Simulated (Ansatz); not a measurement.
Level of theory: Ansatz, DFT PBE, scalar-relativistic, plane waves, PAW. Settings: cutoff 420 eV, Γ-centred meshes spaced at most about 0.3 Å⁻¹ (2π included), Gaussian smearing. No spin polarisation in the final relaxations.

These are static total energies at zero pressure.

Two forms of Al2BP3 were relaxed alike.

1.

```yaml
crystal:
  lattice:
    - [-1.81153, 1.81153, 8.05548]
    - [1.81153, -1.81153, 8.05548]
    - [1.81153, 1.81153, -8.05548]
  atoms:
    - { symbol: Al, position: [0.65925, 0.65925, 0.00000] }
    - { symbol: Al, position: [0.34075, 0.34075, 0.00000] }
    - { symbol: B, position: [0.00000, 0.00000, 0.00000] }
    - { symbol: P, position: [0.56680, 0.06680, 0.50000] }
    - { symbol: P, position: [0.25000, 0.75000, 0.50000] }
    - { symbol: P, position: [0.93320, 0.43320, 0.50000] }
```

2.

```yaml
crystal:
  lattice:
    - [3.65248, 0.00000, 0.00000]
    - [-1.82624, 3.16314, 0.00000]
    - [0.00000, 0.00000, 18.49506]
  atoms:
    - { symbol: Al, position: [0.33333, 0.66667, 0.99519] }
    - { symbol: Al, position: [0.33333, 0.66667, 0.67327] }
    - { symbol: Al, position: [0.66667, 0.33333, 0.17327] }
    - { symbol: Al, position: [0.66667, 0.33333, 0.49519] }
    - { symbol: B, position: [0.33333, 0.66667, 0.33657] }
    - { symbol: B, position: [0.66667, 0.33333, 0.83657] }
    - { symbol: P, position: [0.33333, 0.66667, 0.12285] }
    - { symbol: P, position: [0.33333, 0.66667, 0.44435] }
    - { symbol: P, position: [0.33333, 0.66667, 0.80278] }
    - { symbol: P, position: [0.66667, 0.33333, 0.30278] }
    - { symbol: P, position: [0.66667, 0.33333, 0.62285] }
    - { symbol: P, position: [0.66667, 0.33333, 0.94435] }
```

Task: Which form is favoured at zero pressure, and by what margin per atom?

Result: Cell 1 is lower, by 38 meV/atom. Cell 1 has Al and B ordered on zinc blende sites, space group I-4m2 (No. 119), 17.6 Å³/atom and a gap of 0.90 eV on its mesh; cell 2 has Al and B ordered on wurtzite sites, space group P6_3mc (No. 186), 17.8 Å³/atom and a gap of 0.92 eV. Counting P atoms around Al and B (those within 1.25 times the shortest such distance or 1.15 times the sum of covalent radii; a plus sign parts nearer from farther groups), cell 1 has Al 4, B 4 and cell 2 has Al 4, B 1+3. In cell 1, around Al lie 4 P at 2.33–2.35 Å; B has 4 P at 2.11 Å; around P on a site of symmetry 2mm lie 2 B at 2.11 Å and 2 Al at 2.35 Å; 1 more site not described. In cell 2, Al on its first site has 4 P at 2.31–2.36 Å; around B lie 1 P at 1.99 Å and 3 P at 2.20 Å; around P on its first site lie 4 Al at 2.31–2.36 Å; 3 more sites not described. Both come from invented guesses.

Kohn–Sham gaps at this level usually fall short of measured ones. Cells relaxed within their symmetry can be saddle points.
